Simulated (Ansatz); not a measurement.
A surface is cut from this relaxed crystal of Ag:

```
Ag
1.0
     1.43437    0.82813    7.01967
    -1.43437    0.82813    7.01967
     0.00000   -1.65627    7.01967
Ag
3
Direct
  0.00000 0.00000 0.00000
  0.77769 0.77769 0.77769
  0.22231 0.22231 0.22231
```

Miller indices refer to the conventional cell of R-3m (No. 166), a = 2.869 Å, b = 2.869 Å, c = 21.059 Å, α = 90.00°, β = 90.00°, γ = 120.00°.

Consider the (001) slab of 5 planes, 9.4 Å thick with 15 Å of vacuum as cut; outer planes Ag (top) and Ag (bottom), all atoms relaxed.

Method: DFT PBEsol, scalar-relativistic, plane waves, PAW (Ansatz 0.2.0). Cutoff 420 eV; k points 12×12×1 on the computed 5-atom cell (Γ-centred); Gaussian smearing, width 0.10 eV; no spin polarisation. The cell repeats along c with a dipole correction in the vacuum.

Task: Estimate the surface energy (mean of both faces).

Result: 1.02 J/m².

Task: Predict the work function.

Result: 4.59 eV.

Task: The top two planes lie 2.338 Å apart in the bulk. How does relaxation change this?

Result: The spacing becomes 2.346 Å (+0.3 %).

The reference crystal is a form of Ag, which isn't its usual structure.